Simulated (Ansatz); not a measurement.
A relaxation computed with Ansatz, from input to last step.

```yaml
crystal:
  lattice:
    - [0.0, 3.6032049004, 3.6453575633]
    - [3.183815326, 0.0, 3.6453575633]
    - [3.183815326, 3.6032049004, 0.0]
  atoms:
    - { symbol: Si, position: [0.0, 0.0, 0.0] }
    - { symbol: Si, position: [0.6419318393, 0.6419318393, 0.3580681607] }
    - { symbol: Si, position: [0.3580681607, 0.3580681607, 0.6419318393] }
    - { symbol: F, position: [0.6849239722, 0.3150760278, 0.6849239722] }
    - { symbol: F, position: [0.3150760278, 0.6849239722, 0.3150760278] }
basis:
  ecutwfc: 420
kpoints:
  mp_grid: { grid: [4, 4, 4] }
hamiltonian:
  xc: pbe
scf:
  occupations: { method: gaussian, width: 0.1 }
  lower_state_search: "off"
output:
  forces: true
  stress: true
  eigenvalues: true
relax:
  adjacent_minimum: "off"
  f_tol: 0.04
  max_steps: 70
  cell: { stress_tol: 0.4 }
```

```bash
ansatz run input.yaml --threads 1 --pin off --max-ram 2560MiB --backend cpu --events-out ev --progress --plain --runs-dir out
```

All numbers below come from DFT PBE, scalar-relativistic, plane waves, PAW (Ansatz).

Of 34 frames 10 are shown, positions in Å and forces in eV/Å; the SCF threshold varies from step to step. Steps run on the plane waves of an earlier cell, with a Pulay correction in the pressure. The basis is chosen afresh for the last frame, the zero of the energies, and at times for earlier ones too; energy and pressure step there, also at an unchanged geometry. Here that happened at steps 21 (-33 meV/atom, 2.3 GPa), 26 (-10 meV/atom, 0.9 GPa), 31 (-5 meV/atom, 0.2 GPa); the frames before carry an error of that size.

```xyz
5
Lattice="0.0000 3.6032 3.6454 3.1838 0.0000 3.6454 3.1838 3.6032 0.0000" Properties=species:S:1:pos:R:3:forces:R:3 pbc="T T T" step=1 free_energy_over_end_meV_per_atom=1306.21 pressure_GPa=26.59
Si    0.0000    0.0000    0.0000    0.0000    0.0000    0.0000
Si    3.1838    3.6032    4.6801    0.0000    0.0000   10.1812
Si    3.1838    3.6032    2.6106    0.0000    0.0000  -10.1812
F     3.1838    4.9358    3.6454    0.0000    6.5619    0.0000
F     3.1838    2.2706    3.6454    0.0000   -6.5619    0.0000
5
Lattice="0.0000 4.0509 3.8388 2.6551 0.0000 3.8388 2.6551 4.0509 0.0000" Properties=species:S:1:pos:R:3:forces:R:3 pbc="T T T" step=5 free_energy_over_end_meV_per_atom=367.74 pressure_GPa=-0.14
Si    0.0000    0.0000    0.0000    0.0000    0.0000    0.0000
Si    2.6551    4.0509    5.1342    0.0000    0.0000    0.0117
Si    2.6551    4.0509    2.5435    0.0000    0.0000   -0.0117
F     2.6551    5.6854    3.8388    0.0000    1.2103    0.0000
F     2.6551    2.4164    3.8388    0.0000   -1.2103    0.0000
5
Lattice="0.0000 3.9721 3.6890 2.4935 0.0000 3.6890 2.4935 3.9721 0.0000" Properties=species:S:1:pos:R:3:forces:R:3 pbc="T T T" step=8 free_energy_over_end_meV_per_atom=168.85 pressure_GPa=4.46
Si    0.0000    0.0000    0.0000    0.0000    0.0000    0.0000
Si    2.4935    3.9721    4.8019    0.0000    0.0000    1.5254
Si    2.4935    3.9721    2.5761    0.0000    0.0000   -1.5254
F     2.4935    6.0991    3.6890    0.0000    0.2161    0.0000
F     2.4935    1.8450    3.6890    0.0000   -0.2161    0.0000
5
Lattice="0.0000 4.1512 3.7269 2.5160 0.0000 3.7269 2.5160 4.1512 0.0000" Properties=species:S:1:pos:R:3:forces:R:3 pbc="T T T" step=12 free_energy_over_end_meV_per_atom=115.29 pressure_GPa=-1.46
Si    0.0000    0.0000    0.0000    0.0000    0.0000    0.0000
Si    2.5160    4.1512    4.9781    0.0000    0.0000    0.1456
Si    2.5160    4.1512    2.4756    0.0000    0.0000   -0.1456
F     2.5160    6.5500    3.7269    0.0000    0.2514    0.0000
F     2.5160    1.7525    3.7269    0.0000   -0.2514    0.0000
5
Lattice="0.0000 4.3782 3.6317 2.4380 0.0000 3.6317 2.4380 4.3782 0.0000" Properties=species:S:1:pos:R:3:forces:R:3 pbc="T T T" step=16 free_energy_over_end_meV_per_atom=88.85 pressure_GPa=-0.17
Si    0.0000    0.0000    0.0000    0.0000    0.0000    0.0000
Si    2.4380    4.3782    4.8583    0.0000    0.0000   -0.2399
Si    2.4380    4.3782    2.4051    0.0000    0.0000    0.2399
F     2.4380    7.0619    3.6317    0.0000    0.0322    0.0000
F     2.4380    1.6945    3.6317    0.0000   -0.0322    0.0000
5
Lattice="0.0000 4.4176 3.5768 2.4651 0.0000 3.5768 2.4651 4.4176 0.0000" Properties=species:S:1:pos:R:3:forces:R:3 pbc="T T T" step=19 free_energy_over_end_meV_per_atom=84.04 pressure_GPa=0.09
Si    0.0000    0.0000    0.0000    0.0000    0.0000    0.0000
Si    2.4651    4.4176    4.7504    0.0000    0.0000    0.0444
Si    2.4651    4.4176    2.4031    0.0000    0.0000   -0.0444
F     2.4651    7.1421    3.5768    0.0000   -0.0172    0.0000
F     2.4651    1.6930    3.5768    0.0000    0.0172    0.0000
5
Lattice="0.0000 4.7753 3.5561 2.4664 0.0000 3.5561 2.4664 4.7753 0.0000" Properties=species:S:1:pos:R:3:forces:R:3 pbc="T T T" step=23 free_energy_over_end_meV_per_atom=22.99 pressure_GPa=0.83
Si    0.0000    0.0000    0.0000    0.0000    0.0000    0.0000
Si    2.4664    4.7753    4.7143    0.0000    0.0000   -0.0084
Si    2.4664    4.7753    2.3978    0.0000    0.0000    0.0084
F     2.4664    7.8663    3.5561    0.0000   -0.0787    0.0000
F     2.4664    1.6844    3.5561    0.0000    0.0787    0.0000
5
Lattice="0.0000 5.0880 3.5361 2.4767 0.0000 3.5361 2.4767 5.0880 0.0000" Properties=species:S:1:pos:R:3:forces:R:3 pbc="T T T" step=27 free_energy_over_end_meV_per_atom=6.91 pressure_GPa=0.64
Si    0.0000    0.0000    0.0000    0.0000    0.0000    0.0000
Si    2.4767    5.0880    4.6803    0.0000    0.0000   -0.1137
Si    2.4767    5.0880    2.3918    0.0000    0.0000    0.1137
F     2.4767    8.4952    3.5361    0.0000   -0.0951    0.0000
F     2.4767    1.6808    3.5361    0.0000    0.0951    0.0000
5
Lattice="0.0000 5.2936 3.5295 2.4903 0.0000 3.5295 2.4903 5.2936 0.0000" Properties=species:S:1:pos:R:3:forces:R:3 pbc="T T T" step=30 free_energy_over_end_meV_per_atom=6.20 pressure_GPa=-0.03
Si    0.0000    0.0000    0.0000    0.0000    0.0000    0.0000
Si    2.4903    5.2936    4.6631    0.0000    0.0000    0.0144
Si    2.4903    5.2936    2.3959    0.0000    0.0000   -0.0144
F     2.4903    8.9032    3.5295    0.0000    0.0028    0.0000
F     2.4903    1.6839    3.5295    0.0000   -0.0028    0.0000
5
Lattice="0.0000 5.4968 3.5276 2.4886 0.0000 3.5276 2.4886 5.4968 0.0000" Properties=species:S:1:pos:R:3:forces:R:3 pbc="T T T" step=34 free_energy_over_end_meV_per_atom=0.00 pressure_GPa=0.14
Si    0.0000    0.0000    0.0000    0.0000    0.0000    0.0000
Si    2.4886    5.4968    4.6617    0.0000    0.0000   -0.0094
Si    2.4886    5.4968    2.3935    0.0000    0.0000    0.0094
F     2.4886    9.3109    3.5276    0.0000   -0.0336    0.0000
F     2.4886    1.6826    3.5276    0.0000    0.0336    0.0000
```

The start is a random arrangement. At the end the space group is Fmmm (tolerance 0.05 Å).

It took 39 s on 1 thread of Intel(R) Xeon(R) 6975P-C (Granite Rapids), with other jobs on the host, peak memory 0.42 GiB.

The k mesh is coarse. The cell holds layers, and where no dispersion correction was added their binding is poorly described. Spin polarisation was left out, and a magnetic state may lie lower.